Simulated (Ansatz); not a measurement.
## Profile along the F–Li line in LiF (rock salt)

LiF (rock salt)

```cif
data_F4Li4
_chemical_formula_sum 'F4 Li4'
_space_group_name_H-M_alt 'Fm-3m'
_space_group_IT_number 225
_space_group_name_Hall '-F 4 2 3'
_cell_length_a 4.06787
_cell_length_b 4.06787
_cell_length_c 4.06787
_cell_angle_alpha 90.000
_cell_angle_beta 90.000
_cell_angle_gamma 90.000
loop_
_atom_site_label
_atom_site_type_symbol
_atom_site_symmetry_multiplicity
_atom_site_Wyckoff_symbol
_atom_site_fract_x
_atom_site_fract_y
_atom_site_fract_z
_atom_site_occupancy
F1 F 4 a 0.00000 0.00000 0.00000 1
Li1 Li 4 b 0.50000 0.50000 0.50000 1
```
(The calculation used a cell of 2 atoms; values per cell refer to that cell.)

Fields along a shortest F–Li line of a {100} plane (2.03 Å), from F to Li, interpolated on the slice's grid (step about 0.1 Å). Method: PBE (plane waves to 420 eV, PAW, scalar-relativistic; Ansatz, a program for electronic structure). k mesh 14×14×14. Inside the PAW spheres the values are not all-electron values, and peaks at nuclei hang on which shells count as valence. LiF was relaxed with its symmetry unable to fall.

| distance from F (Å) | valence electron density (e/Å³) | electron localisation function |
|---|---|---|
| 0.00 | 14.04 | x |
| 0.10 | 13.34 | x |
| 0.20 | 11.40 | x |
| 0.30 | 8.67 | x |
| 0.41 | 5.82 | 0.77 |
| 0.51 | 3.47 | 0.81 |
| 0.61 | 1.95 | 0.82 |
| 0.71 | 1.11 | 0.80 |
| 0.81 | 0.66 | 0.74 |
| 0.91 | 0.40 | 0.63 |
| 1.01 | 0.25 | 0.41 |
| 1.12 | 0.17 | 0.15 |
| 1.22 | 0.13 | 0.03 |
| 1.32 | 0.14 | 0.02 |
| 1.42 | 0.31 | 0.07 |
| 1.52 | 0.94 | 0.41 |
| 1.62 | 2.32 | 0.86 |
| 1.73 | 4.43 | x |
| 1.83 | 6.80 | x |
| 1.93 | 8.72 | x |
| 2.03 | 9.47 | x |

x: too close to a nucleus for the ELF to mean much.

Density on the F–Li line (2.03 Å) at its density minimum, 1.3 Å from F: 0.13 e/Å³. ELF at that point: 0.0. Character of the F–Li contact (rough rule: ELF there above 0.7 covalent, below 0.2 ionic, polar between): closed-shell (ionic).
